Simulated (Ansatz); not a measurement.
TiPOs:
```
CELL_PARAMETERS angstrom
      6.23127     0.00000     0.00000
     -3.11564     5.39644     0.00000
      0.00000     0.00000     3.70119
ATOMIC_POSITIONS crystal
  Ti 0.41681 0.41681 0.50000
  Ti 0.00000 0.58319 0.50000
  Ti 0.58319 0.00000 0.50000
  P  0.66667 0.33333 0.00000
  P  0.33333 0.66667 0.00000
  P  0.00000 0.00000 0.50000
  Os 0.74738 0.74738 0.00000
  Os 0.00000 0.25262 0.00000
  Os 0.25262 0.00000 0.00000
```

Relaxed with r²SCAN.

**Question.** Which orbitals make up the states near the Fermi level in DFT-r²SCAN in the program Ansatz with PAW potentials?

**Answer.** Within 0.5 eV of the Fermi level: Ti 3d 56 %, Os 5d 29 %, P 3p 7 %, outside the projected shells 5 %. Projections are on Löwdin-orthogonalised atomic valence shells; empty p or d shells of many metals are not among them.

**Question.** Tabulate the density of states.

**Answer.** States/eV per cell of 9 atoms, in 0.25 eV bins, energy from the Fermi level.

```
E (eV)  total  Ti 3d  Os 5d  P 3p
------  -----  -----  -----  ----
-7.85    1.74   0.13   0.41  0.78
-7.60    3.22   0.26   0.74  1.45
-7.35    4.48   0.33   1.23  2.00
-7.10    6.75   0.39   1.94  3.09
-6.85    4.49   0.25   1.74  1.98
-6.60    4.33   0.23   1.53  2.05
-6.35    5.18   0.40   1.88  2.35
-6.10    5.34   0.42   1.96  2.49
-5.85    6.54   0.58   2.63  2.88
-5.60    6.02   0.62   2.34  2.74
-5.35    7.35   0.75   2.47  3.73
-5.10    8.45   0.99   2.97  4.12
-4.85    1.79   0.14   1.07  0.45
-4.60    1.29   0.15   0.79  0.27
-4.35    1.91   0.24   1.20  0.34
-4.10    3.49   0.47   2.28  0.39
-3.85    6.71   1.13   4.22  0.67
-3.60    7.32   1.43   4.35  0.77
-3.35    7.85   1.78   4.30  0.91
-3.10    8.25   2.05   4.39  0.94
-2.85    6.45   1.53   3.58  0.67
-2.60    8.39   1.97   4.96  0.72
-2.35    6.01   1.31   3.87  0.39
-2.10    7.08   1.67   4.32  0.50
-1.85    7.68   1.84   4.46  0.68
-1.60    7.97   1.95   4.64  0.72
-1.35    4.27   1.17   2.51  0.33
-1.10    5.07   1.72   2.66  0.30
-0.85    4.20   1.45   2.07  0.32
-0.60    4.51   1.90   1.83  0.41
-0.35    3.45   1.63   1.27  0.28
-0.10    6.98   3.86   2.04  0.51
0.15     4.34   2.62   1.17  0.25
0.40     2.13   1.43   0.43  0.10
0.65    10.20   6.90   2.43  0.23
0.90     8.58   6.14   1.73  0.21
1.15     7.08   5.55   0.98  0.17
1.40     6.07   4.17   1.41  0.22
1.65     9.43   6.62   2.12  0.40
1.90    12.61   8.92   2.61  0.52
2.15    11.00   8.04   1.71  0.62
2.40    11.28   8.12   1.57  0.80
2.65     3.73   2.21   0.64  0.37
2.90     3.61   1.46   0.88  0.55
3.15     6.36   2.94   1.18  1.11
3.40     8.10   3.46   1.50  1.58
3.65     5.91   2.21   1.18  1.33
3.90     5.28   2.04   0.86  1.30
4.15     5.20   1.67   1.00  1.45
4.40     5.34   1.67   1.01  1.67
4.65     2.66   0.76   0.55  0.92
```

Space group P-62m. The workflow started from a Materials Project entry (that database holds measured and hypothetical structures alike); the Crystallography Open Database copy checked does not list it. Its standing as an ambient phase is unchecked. Symmetry was held in the r²SCAN relaxation; whether a distortion lowers the energy is not shown. No spin polarisation was allowed. Scalar-relativistic: spin–orbit coupling is off unless named, which matters more the heavier the elements.

Potentials: the later of the program's two PAW sets.
